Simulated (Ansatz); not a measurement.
Sb (diamond, Fd-3m) is relaxed with PBE in the plane-wave PAW code Ansatz. What lattice parameters of the conventional cell result?

a = 6.992 Å.

Is it a metal or does it have a gap at this level?

No gap at this level.

The start of the workflow was typed in or built on a structure type; neither database checked (COD, Materials Project) lists it. It is not the phase usual at ambient conditions (space group No. 166). Symmetry was held in the PBE relaxation; whether a distortion lowers the energy is not shown. Scalar-relativistic: spin–orbit coupling is off unless named, which matters more the heavier the elements.

Potentials: the later of the program's two PAW sets.
